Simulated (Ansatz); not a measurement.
## Harmonic thermodynamics of Si$_{2}$Ni

The calculation used DFT PBE, scalar-relativistic, plane waves, PAW in Ansatz. Plane waves to 420 eV; Γ-centred k mesh 14×14×14; Fermi-Dirac smearing of 0.15 eV. No spin polarisation. Phonons by linear response, acoustic sum rule imposed.

Equilibrium structure at this level:
```cif
data_structure
_symmetry_space_group_name_H-M 'Fm-3m'
_symmetry_Int_Tables_number 225
_cell_length_a 5.4470
_cell_length_b 5.4470
_cell_length_c 5.4470
_cell_angle_alpha 90.000
_cell_angle_beta 90.000
_cell_angle_gamma 90.000
_cell_volume 161.61
loop_
_atom_site_label
_atom_site_type_symbol
_atom_site_symmetry_multiplicity
_atom_site_Wyckoff_symbol
_atom_site_fract_x
_atom_site_fract_y
_atom_site_fract_z
_atom_site_occupancy
Si1 Si 8 c 0.25000 0.75000 0.75000 1
Ni1 Ni 4 a 0.00000 0.00000 0.00000 1
```

It was relaxed at this level from a cell as deposited in COD. In a metal, frequencies and elastic constants depend on the k mesh and the smearing, soft modes and shear constants most. The q mesh is coarse, so values between its points are rough.

Force constants from linear response on a 2×2×2 q mesh, interpolated to a fine mesh.

Question: What is the zero-point energy per atom?

Answer: 48.4 meV.

Question: How large are the vibrational entropy and heat capacity at 300 K?

Answer: S = 2.79 k_B and C_V = 2.61 k_B per atom, 87 % of the Dulong–Petit value.

Question: Tabulate them against temperature.

Answer:
```
T (K)  F_vib (meV/atom)  S (k_B/atom)  C_V (k_B/atom)
  100              46.7          0.61            1.16
  200              36.3          1.80            2.22
  300              16.3          2.79            2.61
  400             -11.2          3.57            2.77
  500             -44.7          4.19            2.85
  600             -83.2          4.72            2.89
  700            -125.8          5.17            2.92
  800            -172.1          5.56            2.94
  900            -221.5          5.90            2.95
 1000            -273.7          6.22            2.96
```
